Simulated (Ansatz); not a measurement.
**BeAu, first-principles data**

BeAu:
```yaml
crystal:
  lattice:
    - [4.65889, 0.00000, 0.00000]
    - [0.00000, 4.65889, 0.00000]
    - [0.00000, 0.00000, 4.65889]
  atoms:
    - { symbol: Be, position: [0.15431, 0.34569, 0.65431] }
    - { symbol: Be, position: [0.34569, 0.65431, 0.15431] }
    - { symbol: Be, position: [0.65431, 0.15431, 0.34569] }
    - { symbol: Be, position: [0.84569, 0.84569, 0.84569] }
    - { symbol: Au, position: [0.84705, 0.65295, 0.34705] }
    - { symbol: Au, position: [0.65295, 0.34705, 0.84705] }
    - { symbol: Au, position: [0.34705, 0.84705, 0.65295] }
    - { symbol: Au, position: [0.15295, 0.15295, 0.15295] }
```

Space group P2_13 (No. 198); conventional cell a = b = c = 4.6589 Å, α = β = γ = 90.00°.

Method: plane-wave PAW PBEsol (Ansatz code). Geometry: relaxed at this level of theory. Other levels are named where they apply.

Cell and energy:

| Quantity | Value |
|---|---|
| Volume per atom | 12.64 Å³ |
| Density | 13.53 g/cm³ |
| Formation energy from the elements (no fitted shifts) | -0.20 eV/atom |

Electronic structure:

| Quantity | Result |
|---|---|
| Electronic character | metallic (no gap) |
| Density of states at the Fermi level | 0.25 states/eV per atom (mean over ±0.08 eV) |
| Gap with spin–orbit coupling | none (metallic) |

Mechanics:

| Item | Value |
|---|---|
| Bulk modulus (Birch–Murnaghan fit) | 166 GPa |
| Pressure derivative B′ | 4.8 |
| Elastic constants (relaxed ions, GPa) | C11 = 241, C12 = 128, C44 = 55.1 |
| Mechanical stability | stable (all eigenvalues of C positive) |
| Hill bulk and shear moduli | 166 and 55.6 GPa |
| Young's modulus | 150 GPa |
| Poisson's ratio | 0.35 |
| Debye temperature from the elastic constants | 291 K |

Phonons:

| Item | Result |
|---|---|
| Highest zone-centre frequency | 417 cm⁻¹ |
| Zone-centre stability | no imaginary mode at Γ |

The workflow started from a Materials Project entry (that database holds measured and hypothetical structures alike); the Crystallography Open Database files this formula in space group No. 198, but the cells were not matched. Its standing as an ambient phase is unchecked. Symmetry was held in the PBEsol relaxation. As this level gives no gap, shear constants depend on the k-mesh and smearing (Fermi–Dirac, 0.1 eV here). As this level gives no gap, phonon frequencies hold no LO–TO term and depend on the k-mesh and smearing (Fermi–Dirac, 0.1 eV here). The references are the lowest solids computed at this level, not always the standard phases. Spin–orbit coupling is left out wherever it is not named.

Potentials: the later of the program's two PAW sets.
